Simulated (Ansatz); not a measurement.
Problem. AlNi (rock salt, Fm-3m) is relaxed with DFT-PBEsol in the program Ansatz with PAW potentials. What lattice parameters of the conventional cell result?

Solution. a = 4.800 Å.

The start of the workflow was typed in or built on a structure type; neither database checked (COD, Materials Project) lists it. It is not the phase usual at ambient conditions (space group No. 221). The cell was relaxed with PBEsol under the symmetry of its start. At this level the phase is mechanically unstable. The workflow began spin-polarised and lost its moments.

Potentials: the later of the program's two PAW sets.
